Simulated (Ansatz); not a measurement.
SnSe (GeS type, space group Pnma)

```
CELL_PARAMETERS angstrom
     11.53579     0.00000     0.00000
      0.00000     4.12093     0.00000
      0.00000     0.00000     4.57816
ATOMIC_POSITIONS crystal
  Sn 0.11799 0.25000 0.11649
  Sn 0.38201 0.75000 0.61649
  Sn 0.88201 0.75000 0.88351
  Sn 0.61799 0.25000 0.38351
  Se 0.85352 0.25000 0.48533
  Se 0.64648 0.75000 0.98533
  Se 0.14648 0.75000 0.51467
  Se 0.35352 0.25000 0.01467
```

The slice is a (001) plane (indices of the conventional cell) through the point (0.382, 0.750, 0.617) (fractional), spanned by u = [010] and v = [100] in vectors of this cell: u (4.12 Å) and v (11.54 Å, at 90° to u). It covers one period; positions are fractions (u, v).

All values below come from r2SCAN+rVV10 (plane waves to 500 eV, PAW, scalar-relativistic; Ansatz, a first-principles code). k mesh 3×8×7. These are valence fields of a PAW run, semicore shells included where kept as valence: close to a nucleus they are smooth pseudo fields. SnSe was relaxed with its symmetry unable to fall.

Q: Predict the map of the density of the lowest conduction band (whole band as if filled, smooth part) on the slice.

A: 
```
|37510157|
|65200025|
|00000000|
|65100015|
|34200024|
|21000001|
|11000001|
|21111111|
|32113112|
|32025202|
|32159512|
|11023201|
|00000000|
|01233321|
|11233321|
|11211121|
|22222222|
|44322234|
|01421241|
|01410141|
```
Scale: ten equal steps from 0.002 (start of '0') to 0.036 (end of '9'), in the order '0123456789'. Values: density of the lowest conduction band (whole band as if filled, smooth part) in e/Å³. The map has 8 points along u (one character each, u = 0 at the left) and 20 along v (v = 0 in the bottom row).
